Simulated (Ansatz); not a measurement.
HfSO:
```cif
data_Hf4O4S4
_chemical_formula_sum 'Hf4 S4 O4'
_space_group_name_H-M_alt 'P 1'
_space_group_IT_number 1
_cell_length_a 5.68103
_cell_length_b 5.68103
_cell_length_c 5.68103
_cell_angle_alpha 90.000
_cell_angle_beta 90.000
_cell_angle_gamma 90.000
loop_
_space_group_symop_operation_xyz
  'x, y, z'
loop_
_atom_site_label
_atom_site_type_symbol
_atom_site_fract_x
_atom_site_fract_y
_atom_site_fract_z
_atom_site_occupancy
Hf1 Hf 0.67994 0.82006 0.17994 1
Hf2 Hf 0.82006 0.17994 0.67994 1
Hf3 Hf 0.17994 0.67994 0.82006 1
Hf4 Hf 0.32006 0.32006 0.32006 1
S1 S 0.91880 0.41880 0.08120 1
S2 S 0.58120 0.58120 0.58120 1
S3 S 0.41880 0.08120 0.91880 1
S4 S 0.08120 0.91880 0.41880 1
O1 O 0.40480 0.59520 0.09520 1
O2 O 0.09520 0.40480 0.59520 1
O3 O 0.90480 0.90480 0.90480 1
O4 O 0.59520 0.09520 0.40480 1
```

Relaxed with r²SCAN. r²SCAN in the plane-wave PAW code Ansatz gives a gap of 3.29 eV.

What gap does HSE06 give on the same cell (Ansatz, PAW)?

4.01 eV, 0.72 eV more. The hybrid was solved on a coarser mesh and at special points; its gap is the smallest among all of these.

```json
[
 {"k": "Γ", "v1 r²SCAN": "0.00", "c1 r²SCAN": "4.16", "v1 HSE06": "___", "c1 HSE06": "___"},
 {"k": "R", "v1 r²SCAN": "-0.71", "c1 r²SCAN": "3.42", "v1 HSE06": "-0.76", "c1 HSE06": "4.14"},
 {"k": "M", "v1 r²SCAN": "-0.69", "c1 r²SCAN": "3.87", "v1 HSE06": "___", "c1 HSE06": "___"},
 {"k": "X", "v1 r²SCAN": "-0.43", "c1 r²SCAN": "4.04", "v1 HSE06": "___", "c1 HSE06": "___"}
]
```

Top valence (v1) and lowest conduction level (c1) in eV from each method's valence maximum (which need not be a listed point): supply the withheld HSE06 values.


- X, v1 HSE06: -0.48
- X, c1 HSE06: 4.81
- Γ, v1 HSE06: 0.00
- Γ, c1 HSE06: 4.98
- M, v1 HSE06: -0.72
- M, c1 HSE06: 4.61

Cost on shared cores: the r²SCAN run (SCF on a 5×5×5 mesh, then bands and DOS) about 6 core-minutes (a rough figure), the HSE06 run (SCF on 3×3×3, then a few points) roughly 5 core-minutes; the tasks are unlike.

Space group P2_13. The workflow started from a Materials Project entry (that database holds measured and hypothetical structures alike); the Crystallography Open Database copy checked does not list it. Its standing as an ambient phase is unchecked. The cell was relaxed with r²SCAN under the symmetry of its start; its stability against distortions is not shown here. No spin polarisation was allowed. Spin–orbit coupling is left out wherever it is not named.

Potentials: the earlier of the program's two PAW sets.
